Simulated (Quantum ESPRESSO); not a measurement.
# Planted mistakes on one cell of AsSi2O5N

The results below are calculated, not measured. They come from pw.x of Quantum ESPRESSO 7.5, a plane-wave density functional program, with PseudoDojo standard norm-conserving files (v0.5 for PBE, v0.4.1 for LDA and PBEsol). The cells are made up: elements, strain and atom displacements were drawn at random, and nothing was relaxed. There is no spin polarisation, spin-orbit coupling or dispersion term.

The cell has 9 sites of a quartz lattice. Sites 1 to 3 hold As Si Si; sites 4 to 9 hold O N O O O O. Cell vectors in Å: (4.888, -0.043, -0.034); (-2.481, 4.410, -0.017); (-0.038, -0.044, 5.533). Settings: PBE, cutoff 1143 eV, 5 x 5 x 4 k mesh shifted by half a step, Fermi-Dirac smearing of 0.025 eV.

The intended run has a self-consistency threshold of 1e-07 eV, a smearing term of 0.000 eV, a pressure of 10.39 GPa and 12 iterations. Each further run changes one thing: all lengths scaled by 0.9891; atoms of sites 4 and 5 exchanged; cutoff 762 eV; files of PBEsol; k mesh 1 x 1 x 1; one electron removed; smearing 0.58 eV; threshold 0.4 eV. A coarse mesh keeps the shift, and a charged cell sits in a uniform background.

```
run,change of free energy (eV),smearing term -TS (eV),change of P (GPa),largest change of a force component (eV/Å),iterations
A,-4.124,-0.017,-13.76,3.542,14
B,11.222,0.000,-3.52,0.210,12
C,0.015,0.000,1.24,0.422,4
D,-0.135,0.000,-0.29,5.550,12
E,0.334,0.000,7.24,0.427,12
F,0.185,0.000,0.40,1.003,12
G,-0.069,-0.328,0.87,0.276,11
H,5.963,0.000,-58.93,0.241,11
```

A rerun of the intended cell at 1437 eV and k mesh 7 x 7 x 6 moved values by no more than 0.004 eV in the cell's energy, 0.02 GPa in stress and 0.002 eV/Å in force.

Question: which change belongs to which run?

## Worked reading

Run C has the fewest iterations, as a run stopped early does. Run G has the largest smearing term, as wide smearing gives. Run H has a higher energy and the largest fall in pressure, as too small a basis gives. Run E changes the volume by a factor of 0.9677; minus its pressure change over the logarithm of that factor, 221 GPa, is a rough bulk modulus with clamped atoms. Energies from files of another functional, or of a charged cell, have another zero and say nothing on stability; the pressure of a charged cell rests on the program's zero of potential too.

## Key

| run | change |
| --- | --- |
| A | one electron removed |
| B | files of PBEsol |
| C | threshold 0.4 eV |
| D | atoms of sites 4 and 5 exchanged |
| E | all lengths scaled by 0.9891 |
| F | k mesh 1 x 1 x 1 |
| G | smearing 0.58 eV |
| H | cutoff 762 eV |